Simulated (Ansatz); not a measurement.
The elements of this relaxed trial crystal are hidden behind letters.

```
lattice vectors (Å)
   3.6791    0.0000    0.0000
  -1.8395    3.1862    0.0000
   0.0000    0.0000    5.7574
fractional positions
X 0.0000 0.0000 0.5000
Z 0.0000 0.0000 0.0000
Q 0.3333 0.6667 0.7291
Q 0.3333 0.6667 0.2709
Q 0.6667 0.3333 0.7291
Q 0.6667 0.3333 0.2709
```

Theory: DFT PBE, scalar-relativistic, plane waves, PAW in Ansatz 0.2.0. Settings of the last relaxation (6-atom cell): 420 eV, 12×12×8 k points, Gaussian smearing of 0.10 eV, collinear spin.

```
Space group                                : P6/mmm (No. 191)
Conventional cell                          : a = 3.679 Å, c = 5.757 Å
Volume per atom                            : 11.25 Å³
Density                                    : 8.09 g/cm³
Formation energy                           : +0.28 eV/atom
Gap on the 12×12×8 mesh of the 6-atom cell : 0 eV (a metal)
Net moment per atom                        : 0.57 μB
```

Energies are uncorrected and count from the elements' standard states at the same level.

**Question.** X is a d-block element of period 4, Z is a p-block element of period 6 and Q is a p-block element of period 2. Which elements are they?

**Answer.** X = Fe, Z = Bi, Q = O, so the formula is FeBiO4. Density times volume gives a mean mass of 8.09 × 11.25/1.6605 = 54.8 u per atom, and this set has 54.8 u. Fe is surrounded by 12 O at 2.50 Å and 2 Bi at 2.88 Å; Bi has 12 O at 2.64 Å and 2 Fe at 2.88 Å; around O lie 3 O at 2.12 Å, 3 Fe at 2.50 Å, 3 Bi at 2.64 Å and 1 O at 2.64 Å. Other sets within the hints have nearly the same mass, so mass alone doesn't settle it; this one was computed.

Spin–orbit coupling, which can matter for Bi, is left out. In such compounds of Fe a zero gap at this level may well be an artefact, since no Hubbard U is applied. Another magnetic order may lie lower. A structure relaxed within its symmetry needn't be a true minimum. Another cell of FeBiO4 relaxed alike, in F-43m, lies 0.76 eV/atom lower, so this cell isn't the stable form at this level.
